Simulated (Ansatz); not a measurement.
TlBr in space group P-6m2 (No. 187; Tl on 1a, Br on 1f), a = b = 4.5618 Å, c = 4.2960 Å, α = β = 90.00°, γ = 120.00°.

Relaxed with PBE+D3(BJ).

### Question
Give the optical modes at the zone centre with their infrared and Raman activity from DFPT, the program Ansatz at the PBE+D3(BJ) level (PAW).

### Answer
Transverse frequencies, without the LO–TO term; a row sums one degenerate level.

```json
[
 {"ω (cm⁻¹)": "31", "degeneracy": "1", "IR ((D/Å)²/amu)": "2.07", "Raman (Å⁴/amu)": "0", "activity": "IR", "symmetry": "A2''"},
 {"ω (cm⁻¹)": "54", "degeneracy": "2", "IR ((D/Å)²/amu)": "2.04", "Raman (Å⁴/amu)": "66", "activity": "IR+Raman", "symmetry": "E'"}
]
```

### Question
How high does the top mode go among those that the LO–TO term moves?

### Answer
98 cm⁻¹ for q along x, 98 cm⁻¹ for q along y, 109 cm⁻¹ for q along z.

The cell is a constructed one: a structure type filled with these elements; neither database checked (COD, Materials Project) lists it. COD files the formula under space group No. 221, so this cell is another polymorph or a model. Its standing as an ambient phase is unchecked. The cell was relaxed with PBE+D3(BJ) under the symmetry of its start; phonons on a q-mesh show no instability. Spin–orbit coupling is left out wherever it is not named.

Potentials: the later of the program's two PAW sets.
